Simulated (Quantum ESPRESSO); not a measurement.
# Zr3GaFO7: finding a planted mistake in a log

Computed values, not a measurement. The program is pw.x of Quantum ESPRESSO 7.5 (plane-wave density functional theory). The cell is made up: 12 atoms on a fluorite lattice, with randomly drawn elements, strain and displacements, not relaxed. PseudoDojo standard norm-conserving files (v0.5 for PBE, v0.4.1 for LDA and PBEsol) set the functional; there is no spin polarisation, spin-orbit coupling or dispersion term, and the masses in the input are unused placeholders.

Intended input:

```
&control calculation='scf', pseudo_dir='./dojo.nc.sr.pbe.v0_5.standard.upf', outdir='./o', disk_io='low', tprnfor=.true., tstress=.true. /
&system ibrav=0, nat=12, ntyp=4, nbnd=55, ecutwfc=84.00895049, nosym=.true., tot_charge=0,
 occupations='smearing', smearing='fd', degauss=0.0018374661
/
&electrons conv_thr=7.350e-09, electron_maxstep=60, /
ATOMIC_SPECIES
F 1.0 F.upf
Ga 1.0 Ga.upf
O 1.0 O.upf
Zr 1.0 Zr.upf
CELL_PARAMETERS angstrom
5.1779 0.0 0.0
0.0 5.1779 0.0
0.0 0.0 5.1779
ATOMIC_POSITIONS angstrom
Zr 0.0443 0.0764 -0.0383
Zr 0.0316 2.6543 2.6363
Ga 2.6813 -0.0523 2.6791
Zr 2.5322 2.6131 -0.0421
F 1.3016 1.2011 1.3123
O 1.3299 1.4123 3.6896
O 1.3188 3.9843 1.3224
O 1.296 3.7576 3.9921
O 3.8299 1.2607 1.2239
O 3.8361 1.1895 3.8267
O 3.888 3.8095 1.2421
O 3.9208 3.7761 3.9287
K_POINTS automatic
4 4 4 1 1 1
```

The log is shortened where brackets say so; the opening notice, blank lines, dates and the lines on written files are dropped, and the path of the files is cut. It prints rydbergs, bohrs and kilobars, and counts compression as positive stress. Where no state is partly filled, the Fermi energy that it prints is only some level between the filled and the empty states on the mesh, and need not lie in the true gap.

Log of the intended run:

```
     Program PWSCF v.7.5
     Parallel version (MPI & OpenMP), running on       4 processor cores
     Number of MPI processes:                 4
     Threads/MPI process:                     1
     [start-up lines left out]
     bravais-lattice index     =            0
     lattice parameter (alat)  =       9.7848  a.u.
     unit-cell volume          =     936.8231 (a.u.)^3
     number of atoms/cell      =           12
     number of atomic types    =            4
     number of electrons       =        98.00
     number of Kohn-Sham states=           55
     kinetic-energy cutoff     =      84.0090  Ry
     charge density cutoff     =     336.0358  Ry
     scf convergence threshold =      7.3E-09
     mixing beta               =       0.7000
     number of iterations used =            8  plain     mixing
     Exchange-correlation= PBE
                           (   1   4   3   4   0   0   0)
     [axes and pseudopotential details left out]
   Cartesian axes
     site n.     atom                  positions (alat units)
         1        Zr     tau(   1) = (   0.0085556   0.0147550  -0.0073968  )
         2        Zr     tau(   2) = (   0.0061029   0.5126209   0.5091446  )
         3        Ga     tau(   3) = (   0.5178354  -0.0101006   0.5174105  )
         4        Zr     tau(   4) = (   0.4890400   0.5046641  -0.0081307  )
         5        F      tau(   5) = (   0.2513760   0.2319666   0.2534425  )
         6        O      tau(   6) = (   0.2568416   0.2727554   0.7125669  )
         7        O      tau(   7) = (   0.2546979   0.7694818   0.2553931  )
         8        O      tau(   8) = (   0.2502945   0.7256996   0.7709882  )
         9        O      tau(   9) = (   0.7396628   0.2434771   0.2363700  )
        10        O      tau(  10) = (   0.7408602   0.2297263   0.7390448  )
        11        O      tau(  11) = (   0.7508836   0.7357230   0.2398849  )
        12        O      tau(  12) = (   0.7572182   0.7292725   0.7587439  )
     number of k points=    32  Fermi-Dirac smearing, width (Ry)=  0.0018
                       cart. coord. in units 2pi/alat
        k(    1) = (   0.1250000   0.1250000   0.1250000), wk =   0.0625000
        k(    2) = (   0.1250000   0.1250000   0.3750000), wk =   0.0625000
     [further k points left out]
     Dense  grid:    97521 G-vectors     FFT dimensions: (  60,  60,  60)
     Estimated max dynamical RAM per process >     236.51 MB
     Estimated total dynamical RAM >     874.59 MB
     Initial potential from superposition of free atoms
     starting charge      97.9902, renormalised to      98.0000
     Starting wfcs are   71 randomized atomic wfcs
     total cpu time spent up to now is        5.6 secs
     per-process dynamical memory:   168.4 Mb
     Self-consistent Calculation
     iteration #  1     ecut=    84.01 Ry     beta= 0.70
     Davidson diagonalization with overlap
     ethr =  1.00E-02,  avg # of iterations =  2.0
     total cpu time spent up to now is       13.6 secs
     total energy              =    -736.49160100 Ry
     estimated scf accuracy    <       4.35804067 Ry
     iteration #  2     ecut=    84.01 Ry     beta= 0.70
     Davidson diagonalization with overlap
     ethr =  4.45E-03,  avg # of iterations =  6.3
     total cpu time spent up to now is       25.7 secs
     total energy              =    -734.10439862 Ry
     estimated scf accuracy    <      21.46414268 Ry
     [iterations 3 to 14 left out]
     iteration # 15     ecut=    84.01 Ry     beta= 0.70
     Davidson diagonalization with overlap
     ethr =  6.86E-11,  avg # of iterations =  3.1
     total cpu time spent up to now is      153.9 secs
     total energy              =    -738.68880886 Ry
     estimated scf accuracy    <       0.00000002 Ry
     iteration # 16     ecut=    84.01 Ry     beta= 0.70
     Davidson diagonalization with overlap
     ethr =  2.05E-11,  avg # of iterations =  4.2
     total cpu time spent up to now is      163.6 secs
     End of self-consistent calculation
     [lines on levels left out]
     the Fermi energy is    11.3234 ev
!    total energy              =    -738.68880887 Ry
     estimated scf accuracy    <          8.9E-10 Ry
     smearing contrib. (-TS)   =      -0.00000000 Ry
     internal energy E=F+TS    =    -738.68880887 Ry
     The total energy is F=E-TS. E is the sum of the following terms:
     one-electron contribution =    -160.40974367 Ry
     hartree contribution      =     146.46784136 Ry
     xc contribution           =    -171.75099409 Ry
     ewald contribution        =    -552.99591248 Ry
     convergence has been achieved in  16 iterations
     Forces acting on atoms (cartesian axes, Ry/au):
     atom    1 type  4   force =    -0.10430760   -0.07210903   -0.00686899
     atom    2 type  4   force =    -0.08577676    0.04099582   -0.00638075
     atom    3 type  2   force =     0.04804134   -0.01605763   -0.01560249
     atom    4 type  4   force =     0.11437664    0.03037978    0.00902734
     atom    5 type  1   force =    -0.01258614    0.04877999   -0.04493228
     atom    6 type  3   force =    -0.00657438   -0.08893158    0.05677542
     atom    7 type  3   force =     0.00364846   -0.02886655    0.03333040
     atom    8 type  3   force =    -0.02728696    0.08047872   -0.02069551
     atom    9 type  3   force =     0.03191593   -0.01406279    0.00341860
     atom   10 type  3   force =     0.01969025   -0.00793193   -0.00035407
     atom   11 type  3   force =     0.01540156    0.01600362    0.01421158
     atom   12 type  3   force =     0.00345767    0.01132159   -0.02192925
     Total force =     0.265398     Total SCF correction =     0.000085
     Computing stress (Cartesian axis) and pressure
          total   stress  (Ry/bohr**3)                   (kbar)     P=      -78.08
  -0.00062942  -0.00011870   0.00013958          -92.59      -17.46       20.53
  -0.00011870  -0.00045397  -0.00005731          -17.46      -66.78       -8.43
   0.00013958  -0.00005731  -0.00050898           20.53       -8.43      -74.87
     init_run     :      5.30s CPU      5.46s WALL (       1 calls)
     electrons    :    156.78s CPU    157.96s WALL (       1 calls)
     forces       :      1.60s CPU      1.62s WALL (       1 calls)
     stress       :      5.38s CPU      5.51s WALL (       1 calls)
     [timing details left out]
     PWSCF        :   2m49.31s CPU   2m50.85s WALL
     JOB DONE.
```

A second run was made from an input with one planted mistake. Its log:

```
     Program PWSCF v.7.5
     Parallel version (MPI & OpenMP), running on       4 processor cores
     Number of MPI processes:                 4
     Threads/MPI process:                     1
     [start-up lines left out]
     bravais-lattice index     =            0
     lattice parameter (alat)  =       9.7007  a.u.
     unit-cell volume          =     912.8763 (a.u.)^3
     number of atoms/cell      =           12
     number of atomic types    =            4
     number of electrons       =        98.00
     number of Kohn-Sham states=           55
     kinetic-energy cutoff     =      84.0090  Ry
     charge density cutoff     =     336.0358  Ry
     scf convergence threshold =      7.3E-09
     mixing beta               =       0.7000
     number of iterations used =            8  plain     mixing
     Exchange-correlation= PBE
                           (   1   4   3   4   0   0   0)
     [axes and pseudopotential details left out]
   Cartesian axes
     site n.     atom                  positions (alat units)
         1        Zr     tau(   1) = (   0.0085518   0.0147466  -0.0074025  )
         2        Zr     tau(   2) = (   0.0060973   0.5126232   0.5091362  )
         3        Ga     tau(   3) = (   0.5178244  -0.0101103   0.5174154  )
         4        Zr     tau(   4) = (   0.4890326   0.5046558  -0.0081233  )
         5        F      tau(   5) = (   0.2513734   0.2319710   0.2534383  )
         6        O      tau(   6) = (   0.2568473   0.2727627   0.7125687  )
         7        O      tau(   7) = (   0.2547045   0.7694705   0.2553863  )
         8        O      tau(   8) = (   0.2503019   0.7256984   0.7709900  )
         9        O      tau(   9) = (   0.7396657   0.2434839   0.2363736  )
        10        O      tau(  10) = (   0.7408540   0.2297308   0.7390424  )
        11        O      tau(  11) = (   0.7508864   0.7357112   0.2398800  )
        12        O      tau(  12) = (   0.7572174   0.7292633   0.7587369  )
     number of k points=    32  Fermi-Dirac smearing, width (Ry)=  0.0018
                       cart. coord. in units 2pi/alat
        k(    1) = (   0.1250000   0.1250000   0.1250000), wk =   0.0625000
        k(    2) = (   0.1250000   0.1250000   0.3750000), wk =   0.0625000
     [further k points left out]
     Dense  grid:    95049 G-vectors     FFT dimensions: (  60,  60,  60)
     Estimated max dynamical RAM per process >     231.02 MB
     Estimated total dynamical RAM >     854.47 MB
     Initial potential from superposition of free atoms
     starting charge      97.9902, renormalised to      98.0000
     Starting wfcs are   71 randomized atomic wfcs
     total cpu time spent up to now is        6.1 secs
     per-process dynamical memory:   171.9 Mb
     Self-consistent Calculation
     iteration #  1     ecut=    84.01 Ry     beta= 0.70
     Davidson diagonalization with overlap
     ethr =  1.00E-02,  avg # of iterations =  2.0
     total cpu time spent up to now is       14.9 secs
     total energy              =    -736.55353839 Ry
     estimated scf accuracy    <       4.29292519 Ry
     iteration #  2     ecut=    84.01 Ry     beta= 0.70
     Davidson diagonalization with overlap
     ethr =  4.38E-03,  avg # of iterations =  6.2
     total cpu time spent up to now is       28.2 secs
     total energy              =    -734.57567985 Ry
     estimated scf accuracy    <      18.79358280 Ry
     [iterations 3 to 14 left out]
     iteration # 15     ecut=    84.01 Ry     beta= 0.70
     Davidson diagonalization with overlap
     ethr =  1.19E-10,  avg # of iterations =  2.0
     total cpu time spent up to now is      167.6 secs
     total energy              =    -738.69759245 Ry
     estimated scf accuracy    <       0.00000002 Ry
     iteration # 16     ecut=    84.01 Ry     beta= 0.70
     Davidson diagonalization with overlap
     ethr =  1.73E-11,  avg # of iterations =  4.5
     total cpu time spent up to now is      177.9 secs
     End of self-consistent calculation
     [lines on levels left out]
     the Fermi energy is    11.7557 ev
!    total energy              =    -738.69759245 Ry
     estimated scf accuracy    <          1.8E-09 Ry
     smearing contrib. (-TS)   =      -0.00000000 Ry
     internal energy E=F+TS    =    -738.69759245 Ry
     The total energy is F=E-TS. E is the sum of the following terms:
     one-electron contribution =    -153.46089172 Ry
     hartree contribution      =     144.52826632 Ry
     xc contribution           =    -171.97470319 Ry
     ewald contribution        =    -557.79026387 Ry
     convergence has been achieved in  16 iterations
     Forces acting on atoms (cartesian axes, Ry/au):
     atom    1 type  4   force =    -0.10636028   -0.07431989   -0.00873523
     atom    2 type  4   force =    -0.09096372    0.04029325   -0.01285345
     atom    3 type  2   force =     0.04740929   -0.01801226   -0.01734867
     atom    4 type  4   force =     0.11866063    0.02615904    0.01401794
     atom    5 type  1   force =    -0.01027642    0.05039927   -0.04309414
     atom    6 type  3   force =    -0.00340285   -0.09777321    0.05824389
     atom    7 type  3   force =     0.00618588   -0.02801535    0.03680674
     atom    8 type  3   force =    -0.02830888    0.08934455   -0.02515432
     atom    9 type  3   force =     0.03125684   -0.01558012    0.00739809
     atom   10 type  3   force =     0.01899487   -0.00734886   -0.00197975
     atom   11 type  3   force =     0.01492074    0.01969049    0.01574803
     atom   12 type  3   force =     0.00188388    0.01516309   -0.02304913
     Total force =     0.277825     Total SCF correction =     0.000121
     Computing stress (Cartesian axis) and pressure
          total   stress  (Ry/bohr**3)                   (kbar)     P=      -29.59
  -0.00030106  -0.00014614   0.00018400          -44.29      -21.50       27.07
  -0.00014614  -0.00012509  -0.00006106          -21.50      -18.40       -8.98
   0.00018400  -0.00006106  -0.00017736           27.07       -8.98      -26.09
     init_run     :      5.50s CPU      5.93s WALL (       1 calls)
     electrons    :    170.82s CPU    171.78s WALL (       1 calls)
     forces       :      1.55s CPU      1.59s WALL (       1 calls)
     stress       :      5.02s CPU      5.03s WALL (       1 calls)
     [timing details left out]
     PWSCF        :   3m 3.11s CPU   3m 4.66s WALL
     JOB DONE.
```

Question: what was wrong in the second input?

Answer: the cell and the positions are scaled by a wrong factor. The input lines that differ, file-writing options aside:

```
- 5.1779 0.0 0.0
+ 5.1334 0.0 0.0
- 0.0 5.1779 0.0
+ 0.0 5.1334 0.0
- 0.0 0.0 5.1779
+ 0.0 0.0 5.1334
- Zr 0.0443 0.0764 -0.0383
+ Zr 0.0439 0.0757 -0.038
- Zr 0.0316 2.6543 2.6363
+ Zr 0.0313 2.6315 2.6136
- Ga 2.6813 -0.0523 2.6791
+ Ga 2.6582 -0.0519 2.6561
- Zr 2.5322 2.6131 -0.0421
+ Zr 2.5104 2.5906 -0.0417
- F 1.3016 1.2011 1.3123
+ F 1.2904 1.1908 1.301
- O 1.3299 1.4123 3.6896
+ O 1.3185 1.4002 3.6579
- O 1.3188 3.9843 1.3224
+ O 1.3075 3.95 1.311
- O 1.296 3.7576 3.9921
+ O 1.2849 3.7253 3.9578
- O 3.8299 1.2607 1.2239
+ O 3.797 1.2499 1.2134
- O 3.8361 1.1895 3.8267
+ O 3.8031 1.1793 3.7938
- O 3.888 3.8095 1.2421
+ O 3.8546 3.7767 1.2314
- O 3.9208 3.7761 3.9287
+ O 3.8871 3.7436 3.8949
```

|  | intended run | run with the mistake |
| --- | --- | --- |
| free energy (eV) | -10050.373 | -10050.493 |
| smearing term -TS (eV) | 0.0000 | 0.0000 |
| pressure (GPa) | -7.81 | -2.96 |
| largest force component (eV/Å) | 2.941 | 3.051 |
| largest change of a force component (eV/Å) |  | 0.228 |
| iterations | 16 | 16 |

For scale, a rerun of the intended cell at 1467 eV and a 6 x 6 x 6 mesh moved values by no more than 0.002 eV in energy, 0.04 GPa in stress and 0.007 eV/Å in force.